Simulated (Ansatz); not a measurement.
**NaCl: reading a single point**

```yaml
crystal:
  lattice:
    - [0.00000, 2.81493, 2.81493]
    - [2.81493, 0.00000, 2.81493]
    - [2.81493, 2.81493, 0.00000]
  atoms:
    - { symbol: Na, position: [0.00000, 0.00000, 0.00000] }
    - { symbol: Cl, position: [0.50000, 0.50000, 0.50000] }
```

Level: a composed functional ({exchange: {b88: 0.77, rpbe: 0.23}, correlation: pbe}), no spin polarisation; 420 eV; 8×8×8 Γ-centred mesh; gaussian occupations (width 0.2492 eV); Ansatz 0.2.0, fixed geometry.

Forces: The forces vanish by the symmetry of the sites.
Stress: The pressure is 1.9 GPa (compression positive), so with the atoms held at these fractions the cell would first expand.
Band edges: Within 0.7 eV of the edges, the states project mainly on Cl p (99 %) below the gap and on Na s (72 %) and Cl s (19 %) above it.
Charges: Bader charges in e: Na +0.88, Cl -0.88. In the mean Na gives up most and Cl takes most.
Electronic structure: The gap is 5.31 eV, direct at the points sampled.

Origin: a database entry at a rescaled volume. Caveats: wide smearing; forces of this functional can be a tenth off on these datasets.
